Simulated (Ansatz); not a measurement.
InP (CsCl type, Pm-3m) under volume change, the program Ansatz at the PBEsol level (PAW), scaled uniformly.

```csv
V (Å³/atom),E − E(relaxed) (meV/atom),P (GPa)
17.682,44.7,8.89
18.265,18.9,5.43
18.848,4.5,2.55
19.431,0.0,0.00
20.014,4.0,-2.15
20.596,15.1,-3.87
21.179,31.8,-5.29
```

Task: What does a third-order Birch–Murnaghan fit give for V₀, B₀ and B′?

Result: V₀ = 19.43 Å³/atom, B₀ = 75.7 GPa, B′ = 4.7.

A made-up cell: these elements were put on the sites of a structure type; neither database checked (COD, Materials Project) lists it. It is not the phase usual at ambient conditions (space group No. 216). Symmetry was held in the PBEsol relaxation; of distortions, only those at the zone centre were tested.

Potentials: the later of the program's two PAW sets.
